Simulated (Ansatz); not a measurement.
**What a change of settings does: Al (diamond type)**

First run: DFT, LDA, PAW with Ansatz's default frozen-core files, scalar-relativistic (Ansatz 0.2.0).

Command: `ansatz run input.yaml --threads 1 --pin off --max-ram 2048MiB --backend cpu --events-out ev --progress --plain --runs-dir out` It took 2.6 s on 1 thread of Arm Neoverse V1, with other jobs on the host, peak memory 0.29 GiB.

```yaml
crystal:
  lattice:
    - [0.0, 2.9762587008, 2.9762587008]
    - [2.9762587008, 0.0, 2.9762587008]
    - [2.9762587008, 2.9762587008, 0.0]
  atoms:
    - { symbol: Al, position: [-0.125, -0.125, -0.125] }
    - { symbol: Al, position: [0.125, 0.125, 0.125] }
kpoints:
  mp_grid: { grid: [12, 12, 12] }
  band_path:
    path:
      - [0.0, 0.0, 0.0]
      - [0.5, 0.0, 0.5]
      - [0.625, 0.25, 0.625]
      - [0.375, 0.375, 0.75]
      - [0.0, 0.0, 0.0]
      - [0.5, 0.5, 0.5]
      - [0.5, 0.25, 0.75]
      - [0.5, 0.0, 0.5]
    npoints: 8
scf:
  occupations: { method: fermi_dirac, width: 0.08 }
hamiltonian:
  xc: lda
  pseudopotentials: { kind: paw }
output:
  forces: true
  stress: true
  eigenvalues: true
  populations: true
  dos: { projected: true, de: 0.2, e_range: [-14, 8] }
```

The cell comes from a relaxation on PAW files under the same functional, begun from a prototype that needn't be the stable phase.

This run: the series' base cell.

It converges in 6 SCF iterations at a pressure of 0.01 GPa, cutoff 420 eV.

A second input differs as follows:

```diff
   occupations: { method: fermi_dirac, width: 0.08 }
+  max_iter: 50
 hamiltonian:
   populations: true
-  dos: { projected: true, de: 0.2, e_range: [-14, 8] }
+basis:
+  ecutwfc: "80 eV"
```

**Question.** What is wrong with it, and what does the program do?

**Answer.** The change was made to test a cutoff far too low. The run converges in 6 SCF iterations at a pressure of 4.97 GPa, cutoff 80 eV, free energy +1.35 eV/atom against the first run's. Compare each number with the sound run's before taking it for a property of the system. The log ends:
```
--- Band table (eV; the first three rows and the last of 72) ---
  k-point 0: bands = ["-5.1532", "6.0257", "6.0257", "6.0257", "7.6065", "7.6065", "7.6065"]
  k-point 1: bands = ["-5.0808", "5.1377", "5.8616", "5.8616", "7.6840", "7.8258", "7.8258"]
  k-point 2: bands = ["-4.8437", "3.5882", "5.5314", "5.5314", "7.3211", "8.2049", "8.2049"]
  k-point 71: bands = ["-1.1533", "-1.1533", "2.0238", "2.0238", "8.5994", "8.5994", "9.5935"]
--- Löwdin populations: 2 sites ---
  site symbol       q [e]
     0     Al      2.9774
     1     Al      2.9774
  spilling = 0.007539 (of n_electrons = 6.000000)
```
